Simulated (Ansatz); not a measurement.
A single-point run of Ansatz (plane waves, PAW) on PtOS as a Janus 2H monolayer (no longer in that coordination), with the lines that name the functional removed. The cell was relaxed with r2SCAN and then strained (uniaxial +1.0 % along y, other directions held), with the atoms relaxed again with r2SCAN; k points keep the names of the unstrained zone.

```cif
data_structure
_symmetry_space_group_name_H-M 'P 1'
_symmetry_Int_Tables_number 1
_cell_length_a 3.3419
_cell_length_b 3.3670
_cell_length_c 29.5034
_cell_angle_alpha 90.000
_cell_angle_beta 90.000
_cell_angle_gamma 119.754
_cell_volume 288.21
loop_
_atom_site_label
_atom_site_type_symbol
_atom_site_fract_x
_atom_site_fract_y
_atom_site_fract_z
_atom_site_occupancy
Pt1 Pt 0.38311 0.76621 0.30393 1
O1 O 0.58837 0.17673 0.35082 1
S1 S 0.69519 0.39039 0.26040 1
```
The sheet repeats along a and b alone.

```
scf.n_extra_bands = 4 over 15 filled bands (N_el = 30.0): the run solves 19 bands
Pseudopotential: Pt, paw, valence charge 18, recommended cutoff 420 eV
Pseudopotential: O, paw, valence charge 6, recommended cutoff 420 eV
Pseudopotential: S, paw, valence charge 6, recommended cutoff 420 eV
Crystal: 3 atoms, lattice volume = 288.213 Å³
Basis set: ecut = 420 eV, 5695 PW (Γ)
Symmetry: 2 space group operations
Space group: Cm (ITA 8)
k-points: 13 of 36 (time reversal used)
[warm-up without exact exchange]
SCF 1 stopped early in 9 iterations: F = -13989.247009 eV  dr2 = 3.04e-6
[exact exchange on]
preconditioner: auto → none  [insulator: Δε(μ)=1.037 eV  ℏωp=10.3 eV]
SCF 2 stopped early in 11 iterations: F = -13991.111066 eV  dr2 = 1.93e-5
hybrid outer 1: dexx = +5.204e-2 eV, tail = 1.41e-4 eV
SCF 3 converged in 8 iterations: F = -13991.110946 eV  dr2 = 5.66e-11
hybrid outer 2: dexx = +2.032e-6 eV, tail = 8.27e-8 eV, Δε = 2.83e-3 eV, ΔF = 2.89e-2 eV/Å
SCF 4 converged in 6 iterations: F = -13991.110946 eV  dr2 = 1.03e-11
hybrid outer 3: dexx = +1.089e-8 eV, tail = 2.58e-10 eV, Δε = 2.17e-4 eV, ΔF = 4.89e-4 eV/Å
hybrid SCF converged: 3 outer / 25 inner (+9 warm-up)
Free energy (F): -13991.110946 eV
Fermi energy:    -7.195071 eV
--- Per-component energies (eV) ---
  E_band       = -908.792210
  E_kinetic    = 913.298115
  E_local      = -54873.006630
  E_nonlocal   = 275.918160
  E_hartree    = 26822.375274
  E_xc         = -343.149590
  E_vxc        = -381.325184
  E_exx        = -92.954182
  E_paw        = -10205.945220
  E_vpaw       = -302.521250
  E_ewald      = 23514.498477
  E_core_change = -2.147801
--- Forces (eV/Å), atoms counted from 1 ---
  atom   1  Pt      0.00000      0.44446      0.42126
  atom   2  O       0.00000    -0.41709    -0.60836
  atom   3  S       0.00000    -0.02737      0.18707
--- 2D stress c σ (N/m, compression-positive) ---
       -3.926685       0.000000       0.000000
        0.000000       2.952514       0.000000
        0.000000       0.000000       0.000000
  P = ½ c Tr σ = -0.4871 N/m
--- Band table (eV; the first three rows and the last of 13) ---
  k-point 0: bands = […, -13.1348, -11.1854, -10.2717, -8.3834, -8.2484, -7.1951, -4.7466, -4.5499, -2.5281, -1.7073]
  k-point 1: bands = […, -13.0666, -11.4772, -10.9660, -8.3193, -8.1754, -7.2580, -5.2487, -5.0110, -1.8807, -1.1380]
  k-point 2: bands = […, -12.5138, -12.1266, -11.3224, -9.1229, -8.5731, -7.9721, -5.1945, -5.1172, -0.8344, -0.1276]
  k-point 12: bands = […, -12.3332, -11.4769, -10.7070, -9.9156, -8.7502, -7.8685, -5.8366, -4.5633, -0.8269, 0.7436]
```

bands.tsv, columns around the gap (it counts bands from 0):
```tsv
# k_distance	band_10	band_11	band_12	band_13	band_14	band_15	band_16	band_17	band_18
# fermi_ev = -7.195071
# [0, 0, 0] at k_distance = 0.000000
# [0.5, 0, 0] at k_distance = 1.082810
# [0.3333333333, 0.3333333333, 0] at k_distance = 1.704869
# [0.2, 0, 0] at k_distance = 2.600460
# [0, 0.140625, 0] at k_distance = 2.986490
# levels_relative_to = fermi_ev
0.000	-3.990	-3.077	-1.188	-1.053	0.000	2.449	2.645	4.667	5.488
1.083	-4.480	-3.150	-2.474	-1.498	-0.898	1.223	2.877	5.936	7.278
1.705	-4.512	-3.993	-3.001	-1.825	-0.852	1.531	2.497	7.002	7.966
2.600	-4.325	-3.352	-1.776	-0.889	-0.345	1.804	2.536	5.891	6.484
2.986	-4.223	-3.593	-1.081	-1.011	-0.027	2.069	2.242	5.145	5.896
```
In order the rows are Γ, M, K, Γ–M (0.40), (0, 0.141, 0).

**Question.** Which level of theory was used?
A. Hartree-Fock
B. r2SCANh
C. HSE06
D. LDA

**Answer.** C. HSE06. The exchange loop and the term E_exx show exact exchange. With HSE06 the valence top lies at Γ and the conduction bottom at k = (1/3, 1/6, 0), 1.15 eV higher; the smallest vertical gap, at Γ–K (0.50 of the way from Γ), is 1.73 eV. Among hybrids the size of the gap and of E_exx follows the share and range of exact exchange. The stress of a hybrid is loosely converged here. Within one family of functionals the choice rests on the size of the gap and stress, not on a line of the log.

Wall time 88 s on 1 × NVIDIA H100 80GB HBM3 with 2 threads of AMD EPYC 7R13 Processor (Zen 3), on a shared host, load about 1.8 per core; peak host memory 3.5 GiB.

All values are calculated for a non-magnetic cell, which may be hypothetical.

Spin-orbit coupling is left out, which matters wherever the heavy atoms make up the band edges.

The meshes of the hybrids are coarse, so their gaps aren't converged to the digits shown.
